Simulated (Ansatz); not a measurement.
Molecular dynamics on a 2×2×1 supercell (16 atoms) of BBi (wurtzite), relaxed with r2SCAN. Forces come from PBE in Ansatz 0.2.0: a Nosé-Hoover thermostat at fixed volume, 600 K, steps of 1.5 fs. Spin polarisation is off, nuclei are classical, and the run is far too short for thermal averages. The structure comes from a prototype and may be hypothetical.

```yaml
crystal:
  lattice:
    - [7.7311530133, 0.0, 0.0]
    - [-3.8655765066, 6.69537491, 0.0]
    - [0.0, 0.0, 6.3754468436]
  atoms:
    - { symbol: B, position: [0.1666666667, 0.3333333333, 0.0002433706] }
    - { symbol: B, position: [0.3333333333, 0.1666666667, 0.5002433706] }
    - { symbol: Bi, position: [0.1666666667, 0.3333333333, 0.3747566294] }
    - { symbol: Bi, position: [0.3333333333, 0.1666666667, 0.8747566294] }
    - { symbol: B, position: [0.1666666667, 0.8333333333, 0.0002433706] }
    - { symbol: B, position: [0.3333333333, 0.6666666667, 0.5002433706] }
    - { symbol: Bi, position: [0.1666666667, 0.8333333333, 0.3747566294] }
    - { symbol: Bi, position: [0.3333333333, 0.6666666667, 0.8747566294] }
    - { symbol: B, position: [0.6666666667, 0.3333333333, 0.0002433706] }
    - { symbol: B, position: [0.8333333333, 0.1666666667, 0.5002433706] }
    - { symbol: Bi, position: [0.6666666667, 0.3333333333, 0.3747566294] }
    - { symbol: Bi, position: [0.8333333333, 0.1666666667, 0.8747566294] }
    - { symbol: B, position: [0.6666666667, 0.8333333333, 0.0002433706] }
    - { symbol: B, position: [0.8333333333, 0.6666666667, 0.5002433706] }
    - { symbol: Bi, position: [0.6666666667, 0.8333333333, 0.3747566294] }
    - { symbol: Bi, position: [0.8333333333, 0.6666666667, 0.8747566294] }
kpoints:
  mp_grid: { grid: [3, 3, 2] }
hamiltonian:
  xc: pbe
scf:
  occupations: { method: fermi_dirac, width: 0.052 }
md:
  ensemble: nvt_nose_hoover
  temperature: 600
  timestep: 1.5
  n_steps: 20
  initial_velocities: maxwell_boltzmann
  seed: 8154
```

Command: `ansatz run input.yaml --threads 4 --pin off --max-ram 3686MiB --backend cpu --events-out ev --progress --plain --runs-dir out`. Wall time 2.1 min on 4 threads of Arm Neoverse V1 (shared host), load about 0.7 per core; peak host memory 1.1 GiB.

```csv
step,t (fs),T (K),free energy F from step 0 (meV/atom),kinetic energy (meV/atom),largest force (eV/Å)
0,0,600,0.0,72.7,0.00
1,1.5,593,0.9,71.8,0.31
2,3,571,3.5,69.2,0.63
3,4.5,537,7.6,65.1,0.96
4,6,493,13.0,59.8,1.29
5,7.5,443,19.2,53.6,1.60
6,9,390,25.6,47.3,1.88
7,10.5,340,31.8,41.2,2.11
8,12,296,37.1,35.9,2.28
9,13.5,263,41.2,31.8,2.38
10,15,242,43.7,29.3,2.39
11,16.5,236,44.5,28.6,2.33
12,18,244,43.6,29.6,2.20
13,19.5,265,41.1,32.1,2.00
14,21,295,37.5,35.8,1.75
15,22.5,333,33.0,40.3,1.48
16,24,373,28.1,45.2,1.23
17,25.5,414,23.3,50.1,1.09
18,27,451,19.0,54.7,0.95
19,28.5,482,15.3,58.5,0.90
20,30,506,12.7,61.3,0.89
```

The temperature starts at 600 K, is lowest at step 11 (236 K, 16.5 fs) and ends at 506 K. The atoms start on their lattice sites with kinetic energy alone, so much of it first passes into potential energy. By the last step the atoms have moved 0.06 Å in the root mean square, the drift of the whole cell taken out, 0.09 Å at most.

Positions (Å) and forces (eV/Å) at step 20:
```
B   -0.029   2.250   0.034     0.049   0.127  -0.056
B    1.901   1.101   3.206    -0.098  -0.442   0.063
Bi  -0.002   2.270   2.425     0.107  -0.194  -0.185
Bi   1.930   1.172   5.634    -0.064  -0.452  -0.500
B   -1.941   5.565  -0.023    -0.214   0.548   0.094
B    0.042   4.497   3.204    -0.042  -0.001   0.065
Bi  -1.906   5.512   2.343    -0.492   0.408   0.620
Bi  -0.028   4.505   5.606     0.253  -0.489  -0.413
B    3.902   2.238  -0.070     0.001   0.134   0.531
B    5.828   1.129   3.200    -0.189  -0.164  -0.284
Bi   3.829   2.141   2.390     0.381   0.484  -0.257
Bi   5.825   1.095   5.542    -0.150  -0.101   0.513
B    1.923   5.523   0.045    -0.050   0.578  -0.444
B    3.865   4.387   3.188     0.108   0.204  -0.305
Bi   1.968   5.584   2.370     0.176  -0.075   0.504
Bi   3.845   4.506   5.553     0.224  -0.567   0.053
```
